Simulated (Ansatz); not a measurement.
RuS2:
```xyz
12
Lattice="5.6490 0.0000 0.0000 0.0000 5.6490 0.0000 0.0000 0.0000 5.6490" Properties=species:S:1:pos:R:3 pbc="T T T"
Ru     0.0000     2.8245     2.8245
Ru     2.8245     2.8245     0.0000
Ru     2.8245     0.0000     2.8245
Ru     0.0000     0.0000     0.0000
S      2.1844     0.6401     5.0089
S      3.4647     5.0089     0.6401
S      0.6401     5.0089     2.1844
S      5.0089     0.6401     3.4647
S      5.0089     2.1844     0.6401
S      0.6401     3.4647     5.0089
S      3.4647     3.4647     3.4647
S      2.1844     2.1844     2.1844
```

Relaxed with PBE. Special points in fractions of this cell's reciprocal vectors: Γ (0.000, 0.000, 0.000); X (0.000, 0.500, 0.000); M (0.500, 0.500, 0.000); R (0.500, 0.500, 0.500); X1 (0.500, 0.000, 0.000).

Task: List the band energies nearest the valence-band maximum at these points for PBE in the plane-wave PAW code Ansatz.

Result: In eV from the valence-band maximum; about four levels below and three above (degenerate sets whole), none deeper than 8.9 eV; points with the same levels are listed once.

| k | below | above |
|---|---|---|
| Γ | -0.55 -0.55 -0.55 -0.24 | 0.57 2.46 2.46 2.46 |
| X | -0.29 -0.29 -0.03 -0.03 | 1.96 1.96 2.14 2.14 |
| M | -0.14 -0.14 -0.14 -0.14 | 2.33 2.33 2.33 2.33 |
| R | -0.69 -0.69 -0.69 -0.69 | 2.15 2.15 2.15 2.15 |

Space group Pa-3. Symmetry was held in the PBE relaxation. No spin polarisation was allowed. Scalar-relativistic: spin–orbit coupling is off unless named, which matters more the heavier the elements.

Potentials: the later of the program's two PAW sets.
